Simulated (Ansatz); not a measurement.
# How far is PAW off for Tl?

```xyz
2
Lattice="3.4560 0.0000 0.0000 -1.7280 2.9930 0.0000 0.0000 0.0000 5.5250" Properties=species:S:1:pos:R:3 pbc="T T T"
Tl    0.0000    1.9953    1.3813
Tl    1.7280    0.9977    4.1438
```

Atoms are numbered in the order listed.

Structure: COD 9008519, as refined from experiment and not relaxed.

No spin–orbit coupling, which matters for the heavy atoms here.

Methods: DFT, LDA, PAW with Ansatz's default frozen-core files, scalar-relativistic (Ansatz 0.2.0); DFT, LDA, all-electron PAW with datasets made for the crystal, scalar-relativistic (Ansatz 0.2.0); DFT, LDA, all-electron LAPW, scalar-relativistic (Ansatz 0.2.0).

For PAW: a Γ-centred 11×11×6 k mesh, Fermi–Dirac smearing of 0.05 eV, cutoff 420 eV, no spin polarisation; the PAW files were made with PBE, and the program remakes their frozen cores for this functional. The crystal-made all-electron datasets (AE datasets) take a cutoff of 260 eV at this cell. LAPW targets a basis error of 0.5 meV/atom. The Ansatz runs share mesh, smearing and spin set-up. Plane-wave (PAW) pressures include the program's estimate of the Pulay term.

Stress and pressure are positive in compression.

Spin–orbit coupling is left out, which moves gradients at and beside heavy atoms by some per cent and at worst by a factor of two.

In a metal, gradients converge slowly with the k mesh: the values move by tens of per cent from one mesh to another, at times in sign, so only the comparison on one mesh counts.

Levels count from the Fermi level.

```tsv
quantity	PAW	AE datasets	LAPW
pressure (GPa)	-1.78	-1.77	-1.77
stress xx (GPa)	-1.76	-1.75	-1.75
stress zz (GPa)	-1.82	-1.81	-1.81
highest filled level at H (eV)	-0.867	-0.868	-0.868
lowest empty level at H (eV)	0.262	0.261	0.261
highest filled level at L (eV)	-2.234	-2.234	-2.234
lowest empty level at L (eV)	5.563	5.562	5.562
highest filled level at K (eV)	-1.260	-1.261	-1.261
lowest empty level at K (eV)	1.802	1.802	1.802
field gradient Vzz at Tl1 (10²¹ V/m²)	-2.32	-2.32	–
```

PAW's pressure differs from the LAPW value by about 0.01 GPa or less. Datasets made for the crystal and LAPW share parts of one code, so their agreement isn't an independent check.
